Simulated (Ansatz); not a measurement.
AlRu (CsCl type, space group No. 221) under volume change, plane-wave PAW PBE (Ansatz code), scaled uniformly.

| V (Å³/atom) | E − E(relaxed) (meV/atom) | P (GPa) |
|---|---|---|
| 12.334 | 82.6 | 23.61 |
| 12.740 | 34.7 | 14.44 |
| 13.147 | 8.2 | 6.64 |
| 13.554 | 0.0 | 0.01 |
| 13.960 | 7.3 | -5.62 |
| 14.367 | 27.8 | -10.41 |
| 14.773 | 59.5 | -14.47 |

### Question
What does a third-order Birch–Murnaghan fit give for V₀, B₀ and B′?

### Answer
V₀ = 13.55 Å³/atom, B₀ = 203 GPa, B′ = 4.4.

Space group Pm-3m (CsCl type). Symmetry was held in the PBE relaxation; phonons on a q-mesh show no instability. No spin polarisation was allowed.

Potentials: the later of the program's two PAW sets.
